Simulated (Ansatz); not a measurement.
The end of the path is a generated cell of AlOs: the first start was made by a random draw of sites in a space group, and the end was not matched to a known phase here, so it may be hypothetical.

A geometry of AlOs away from equilibrium: the start of the relaxation of a randomly generated symmetric cell of AlOs (space group No. 154). Method: PBE (plane waves to 420 eV, PAW, scalar-relativistic; Ansatz, a program for electronic structure). Γ-centred k-mesh 6×6×14 on the run's cell (coarser than for final values), Fermi–Dirac smearing 0.05 eV.

```xyz
6
Lattice="6.7525 0.0000 0.0000 -3.3763 5.8479 0.0000 0.0000 0.0000 2.2211" Properties=species:S:1:pos:R:3 pbc="T T T"
Al     2.9074     0.0000     1.4808
Al    -1.4537     2.5179     0.7404
Al     1.9226     3.3300     0.0000
Os     5.3566     0.0000     1.4808
Os    -2.6783     4.6390     0.7404
Os     0.6979     1.2089     0.0000
```

### Question
Which atoms carry the largest force, and which way does it point?

### Answer
4.67 eV/Å, on Os4, Os5, Os6 (atoms numbered as listed); on Os4 its components are (-4.67, 0.00, 0.00).

### Question
What is the pressure?

### Answer
+61.8 GPa, compression positive.

No spin polarisation in the result.

The run could not lower the symmetry of its start; a shaken copy of this end point relaxes with PBE to Pmc2₁ (No. 26), 0.55 eV/atom lower.
